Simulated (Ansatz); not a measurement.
Consider the following.

BN:
```yaml
crystal:
  lattice:
    - [2.48831, 0.00000, 0.00000]
    - [-1.24416, 2.15494, 0.00000]
    - [0.00000, 0.00000, 6.49510]
  atoms:
    - { symbol: B, position: [0.66667, 0.33333, 0.25000] }
    - { symbol: N, position: [0.33333, 0.66667, 0.25000] }
    - { symbol: B, position: [0.33333, 0.66667, 0.75000] }
    - { symbol: N, position: [0.66667, 0.33333, 0.75000] }
```

This is the LDA-relaxed structure. Tensor components refer to the Cartesian frame of this cell.

Q: All from plane-wave PAW LDA (Ansatz code), unless another level is named. Estimate the highest zone-centre frequency (without LO–TO term).

A: 1386 cm⁻¹.

Q: What about the bulk modulus (Birch–Murnaghan fit)?

A: 27.2 GPa.

Q: What about the vibrational entropy at 300 K?

A: 7.5 J/(K·mol of atoms).

Q: And the elastic constants (relaxed ions, GPa)?

A: C11 = 919, C12 = 220, C13 = 2.4, C33 = 27.8, C44 = 5.4.

Q: Next, the zero-point energy?

A: 155.7 meV/atom.

Space group P6_3/mmc. Symmetry was held in the LDA relaxation. A crystal of weakly bound layers computed without a dispersion correction: the cell and the soft elastic constants depend strongly on that.

Potentials: the earlier of the program's two PAW sets. The files were generated under PBE; for other functionals the program regenerates the frozen cores, and for LDA and PBEsol the local potential too.
